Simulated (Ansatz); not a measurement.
Level of theory: Ansatz 0.2.0, DFT r2SCAN, scalar-relativistic, plane waves, PAW.

Structure of CaSi2Au2:

```
Ca Si Au
1.0
    -2.16264    2.16264    5.03506
     2.16264   -2.16264    5.03506
     2.16264    2.16264   -5.03506
Ca Si Au
1 2 2
Cartesian
  0.0000 0.0000 0.0000
  0.0000 0.0000 3.8804
  0.0000 0.0000 6.1897
  0.0000 2.1626 2.5175
  2.1626 0.0000 2.5175
```

Cutoff 500 eV; k points 12×12×12 on the computed 5-atom cell (Γ-centred); Gaussian smearing, width 0.10 eV; no spin polarisation.

Levels along Γ–X–P–N–Γ–M–S | S0–Γ | X–R | G–M, in eV from the Fermi level, sorted by energy at each point. Points in fractions of the primitive reciprocal vectors: Γ (0.000 0.000 0.000), X (0.000 0.000 0.500), P (0.250 0.250 0.250), N (0.000 0.500 0.000), M (0.500 0.500 -0.500), S (0.296 0.704 -0.296), S0 (-0.296 0.296 0.296), R (-0.092 0.092 0.500), G (0.500 0.500 -0.092).
| point | k (1/Å, with 2π) | band 25 | band 26 | band 27 | band 28 | band 29 | band 30 | band 31 |
| --- | --- | --- | --- | --- | --- | --- | --- | --- |
| Γ | 0.000 | -3.39 | -1.55 | -1.55 | 0.60 | 0.68 | 0.68 | 1.21 |
| - | 0.147 | -3.67 | -1.80 | -1.62 | -0.13 | 0.42 | 1.51 | 1.84 |
| - | 0.293 | -3.53 | -2.08 | -1.81 | -0.80 | -0.04 | 2.46 | 3.12 |
| - | 0.440 | -3.28 | -2.23 | -1.96 | -1.41 | -0.43 | 3.45 | 3.63 |
| - | 0.587 | -3.44 | -2.32 | -1.96 | -1.83 | -0.79 | 2.85 | 3.97 |
| - | 0.734 | -3.88 | -2.45 | -2.39 | -1.51 | -1.36 | 2.42 | 3.74 |
| - | 0.880 | -4.13 | -2.84 | -2.42 | -2.15 | -1.23 | 2.57 | 3.26 |
| X | 1.027 | -3.67 | -3.01 | -2.70 | -2.44 | -1.11 | 2.83 | 3.06 |
| - | 1.072 | -3.66 | -3.00 | -2.70 | -2.43 | -1.14 | 2.87 | 3.02 |
| - | 1.116 | -3.62 | -2.97 | -2.70 | -2.41 | -1.22 | 2.92 | 2.99 |
| - | 1.161 | -3.58 | -2.92 | -2.70 | -2.37 | -1.34 | 2.80 | 3.18 |
| - | 1.206 | -3.53 | -2.87 | -2.71 | -2.31 | -1.49 | 2.68 | 3.42 |
| - | 1.250 | -3.49 | -2.82 | -2.72 | -2.23 | -1.65 | 2.59 | 3.70 |
| - | 1.295 | -3.46 | -2.78 | -2.73 | -2.11 | -1.82 | 2.53 | 3.99 |
| P | 1.339 | -3.45 | -2.75 | -2.75 | -1.97 | -1.97 | 2.52 | 4.03 |
| - | 1.443 | -3.61 | -2.70 | -2.64 | -1.92 | -1.80 | 2.53 | 3.85 |
| - | 1.547 | -3.90 | -2.60 | -2.38 | -1.71 | -1.36 | 2.49 | 3.80 |
| - | 1.650 | -4.21 | -2.55 | -2.05 | -1.23 | -0.80 | 2.36 | 3.55 |
| - | 1.754 | -4.45 | -2.55 | -1.65 | -0.53 | -0.21 | 2.18 | 3.20 |
| - | 1.858 | -4.56 | -2.56 | -1.22 | 0.30 | 0.32 | 2.02 | 2.88 |
| - | 1.962 | -4.55 | -2.57 | -0.84 | 0.60 | 1.25 | 1.93 | 2.75 |
| N | 2.066 | -4.54 | -2.58 | -0.67 | 0.66 | 1.86 | 1.98 | 2.72 |
| - | 2.178 | -4.53 | -2.57 | -0.65 | 0.28 | 1.72 | 2.25 | 2.69 |
| - | 2.291 | -4.47 | -2.57 | -0.62 | -0.28 | 1.25 | 2.37 | 2.95 |
| - | 2.404 | -4.21 | -2.68 | -0.63 | -0.63 | 0.82 | 2.14 | 3.10 |
| - | 2.517 | -3.49 | -2.96 | -0.78 | -0.64 | 0.59 | 1.84 | 3.02 |
| - | 2.630 | -3.39 | -2.64 | -1.09 | -0.36 | 0.57 | 1.51 | 2.40 |
| - | 2.743 | -3.52 | -1.90 | -1.41 | 0.09 | 0.64 | 1.14 | 1.61 |
| Γ | 2.856 | -3.39 | -1.55 | -1.55 | 0.60 | 0.68 | 0.68 | 1.21 |
| - | 2.945 | -3.39 | -1.60 | -1.60 | 0.51 | 0.79 | 0.79 | 1.39 |
| - | 3.034 | -2.97 | -1.73 | -1.73 | 0.36 | 1.09 | 1.09 | 1.79 |
| - | 3.123 | -2.34 | -1.87 | -1.87 | 0.23 | 1.52 | 1.52 | 2.31 |
| - | 3.212 | -2.00 | -2.00 | -1.69 | 0.15 | 2.04 | 2.04 | 2.92 |
| - | 3.302 | -2.10 | -2.10 | -1.03 | 0.09 | 2.62 | 2.62 | 3.24 |
| - | 3.391 | -2.16 | -2.16 | -0.48 | 0.06 | 2.95 | 3.21 | 3.22 |
| M | 3.480 | -2.18 | -2.18 | -0.23 | 0.05 | 2.67 | 3.20 | 3.39 |
| - | 3.565 | -2.42 | -2.09 | -0.21 | 0.23 | 2.58 | 3.27 | 3.31 |
| - | 3.649 | -2.94 | -1.88 | -0.23 | 0.66 | 2.26 | 3.12 | 3.19 |
| - | 3.734 | -3.54 | -1.63 | -0.32 | 1.10 | 1.77 | 2.73 | 3.11 |
| - | 3.818 | -4.10 | -1.40 | -0.47 | 1.22 | 1.48 | 2.54 | 3.11 |
| - | 3.903 | -4.57 | -1.19 | -0.69 | 0.66 | 1.77 | 2.55 | 3.03 |
| - | 3.988 | -4.85 | -1.01 | -0.92 | 0.11 | 2.01 | 2.73 | 2.81 |
| S | 4.072 | -4.95 | -1.14 | -0.85 | -0.41 | 2.24 | 2.39 | 2.89 |
| S0 | 4.072 | -4.95 | -1.14 | -0.85 | -0.41 | 2.24 | 2.39 | 2.89 |
| - | 4.195 | -4.83 | -1.37 | -1.14 | -0.64 | 1.74 | 2.58 | 2.87 |
| - | 4.318 | -4.62 | -1.81 | -1.47 | -0.43 | 1.07 | 2.79 | 2.91 |
| - | 4.441 | -4.40 | -2.44 | -1.40 | -0.18 | 0.40 | 2.66 | 2.99 |
| - | 4.564 | -3.95 | -2.98 | -1.13 | -0.24 | 0.09 | 2.28 | 2.94 |
| - | 4.687 | -3.63 | -2.86 | -0.85 | -0.67 | 0.36 | 1.82 | 2.43 |
| - | 4.810 | -3.57 | -2.00 | -1.33 | -0.05 | 0.59 | 1.28 | 1.65 |
| Γ | 4.933 | -3.39 | -1.55 | -1.55 | 0.60 | 0.68 | 0.68 | 1.21 |
| X | 4.933 | -3.67 | -3.01 | -2.70 | -2.44 | -1.11 | 2.83 | 3.06 |
| - | 4.960 | -3.68 | -2.99 | -2.70 | -2.42 | -1.11 | 2.83 | 3.06 |
| - | 4.987 | -3.71 | -2.95 | -2.69 | -2.38 | -1.09 | 2.83 | 3.06 |
| - | 5.014 | -3.76 | -2.88 | -2.69 | -2.31 | -1.05 | 2.83 | 3.06 |
| - | 5.041 | -3.82 | -2.79 | -2.69 | -2.22 | -1.00 | 2.83 | 3.06 |
| - | 5.068 | -3.87 | -2.69 | -2.69 | -2.11 | -0.94 | 2.82 | 3.06 |
| - | 5.095 | -3.92 | -2.68 | -2.58 | -1.99 | -0.87 | 2.82 | 3.06 |
| R | 5.122 | -3.97 | -2.68 | -2.47 | -1.84 | -0.79 | 2.82 | 3.06 |
| G | 5.122 | -3.97 | -2.68 | -2.47 | -1.84 | -0.79 | 2.82 | 3.06 |
| - | 5.242 | -4.09 | -2.65 | -1.91 | -1.11 | -0.31 | 2.81 | 3.07 |
| - | 5.361 | -3.98 | -2.62 | -1.29 | -0.26 | 0.29 | 2.79 | 3.12 |
| - | 5.481 | -3.67 | -2.57 | -0.70 | 0.62 | 0.98 | 2.56 | 2.66 |
| - | 5.601 | -3.24 | -2.51 | -0.23 | 1.44 | 1.72 | 1.90 | 2.42 |
| - | 5.721 | -2.77 | -2.42 | -0.07 | 1.09 | 2.09 | 2.49 | 2.59 |
| - | 5.840 | -2.36 | -2.29 | -0.15 | 0.38 | 2.51 | 3.09 | 3.22 |
| M | 5.960 | -2.18 | -2.18 | -0.23 | 0.05 | 2.67 | 3.20 | 3.39 |

Spin-orbit coupling is left out, which matters for the bands of heavy elements.

Cost: 1 run of about 5.1 core-minutes, on Arm Neoverse V1 (shared hosts).